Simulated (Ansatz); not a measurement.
Total density of states per atom from plane-wave PAW r²SCAN (Ansatz code), in 0.25 eV bins, energy from the Fermi level:

(E (eV), states/eV/atom): (-7.70, 0.00); (-7.45, 0.02); (-7.20, 0.06); (-6.95, 0.07); (-6.70, 0.09); (-6.45, 0.11); (-6.20, 0.12); (-5.95, 0.13); (-5.70, 0.14); (-5.45, 0.17); (-5.20, 0.19); (-4.95, 0.21); (-4.70, 0.24); (-4.45, 0.28); (-4.20, 0.36); (-3.95, 0.66); (-3.70, 0.54); (-3.45, 0.52); (-3.20, 0.84); (-2.95, 0.89); (-2.70, 1.27); (-2.45, 1.06); (-2.20, 1.53); (-1.95, 1.41); (-1.70, 1.34); (-1.45, 1.41); (-1.20, 1.58); (-0.95, 0.77); (-0.70, 0.48); (-0.45, 0.41); (-0.20, 0.35); (0.05, 0.29); (0.30, 0.26); (0.55, 0.20); (0.80, 0.48); (1.05, 0.41); (1.30, 0.32); (1.55, 0.29); (1.80, 0.31); (2.05, 0.31); (2.30, 0.29); (2.55, 0.20); (2.80, 0.16); (3.05, 0.26); (3.30, 0.31); (3.55, 0.33); (3.80, 0.37); (4.05, 0.39); (4.30, 0.42); (4.55, 0.41); (4.80, 0.42)

**Question.** Which of these materials gives this?
A. Mg2Rh, MoSi2 or CaC2 type
B. TiRh3, Cu3Au type
C. MgSe, P4_2/mmc (Mg on 2c, Se on 2e)
D. TbMg, CsCl type

**Answer.** A, Mg2Rh, MoSi2 or CaC2 type. Within 0.5 eV of the Fermi level: Rh 4d 30 %, Mg 3s 23 %, Rh 5s 8 %, outside the projected shells 38 %. Projections are on Löwdin-orthogonalised atomic valence shells; empty p or d shells of many metals are not among them.

Space group I4/mmm (MoSi2 or CaC2 type). The workflow started from a Materials Project entry (that database holds measured and hypothetical structures alike); the Crystallography Open Database copy checked does not list it. Whether it is the stable phase at ambient conditions was not checked. The cell was relaxed with r²SCAN under the symmetry of its start; its stability against distortions is not shown here. No spin polarisation was allowed. Scalar-relativistic: spin–orbit coupling is off unless named, which matters more the heavier the elements.

Potentials: the later of the program's two PAW sets.
